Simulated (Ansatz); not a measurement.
Relaxed-ion elastic tensor of Nb (bcc (W type), Im-3m) in GPa (Voigt order), r²SCAN (plane waves, PAW; program Ansatz); density 8.57 g/cm³, 18.00 Å³ per atom.

```
 252   137   137   0.0   0.0   0.0
 137   206   183   0.0  -0.1   0.0
 137   183   206   0.0   0.0   0.0
 0.0   0.0   0.0  57.7   0.0   0.0
 0.0  -0.1   0.0   0.0  11.8   0.0
 0.0   0.0   0.0   0.0   0.0  11.9
```

**Question.** Is the crystal mechanically stable?

**Answer.** Yes: the smallest eigenvalue of C is 11.8 GPa.

**Question.** Work out the Voigt, Reuss and Hill averages.

**Answer.** K_V = 175, K_R = 175, K_H = 175; G_V = 30.2, G_R = 17.4, G_H = 23.8 GPa.

**Question.** Give Young's modulus, Poisson's ratio, Pugh's ratio and the universal anisotropy index.

**Answer.** E = 9KG/(3K + G) = 68.4 GPa; ν = 0.44; K/G = 7.36 (ductile by the Pugh limit of 1.75); A_U = 5G_V/G_R + K_V/K_R − 6 = 3.66.

**Question.** Estimate the sound speeds and the Debye temperature.

**Answer.** v_l = √((K + 4G/3)/ρ) = 4920 m/s, v_t = √(G/ρ) = 1670 m/s, mean 1900 m/s; Θ = (h/k)(3n/4πV)^(1/3) v_m = 215 K.

The cell was relaxed with r²SCAN under the symmetry of its start. The run is not spin-polarised. As this level gives no gap, shear constants depend on the k-mesh and smearing (Fermi–Dirac, 0.1 eV here). On the denser mesh and wider smearing of the elastic run this cell carries a stress of 0.4 GPa.

Potentials: the later of the program's two PAW sets.
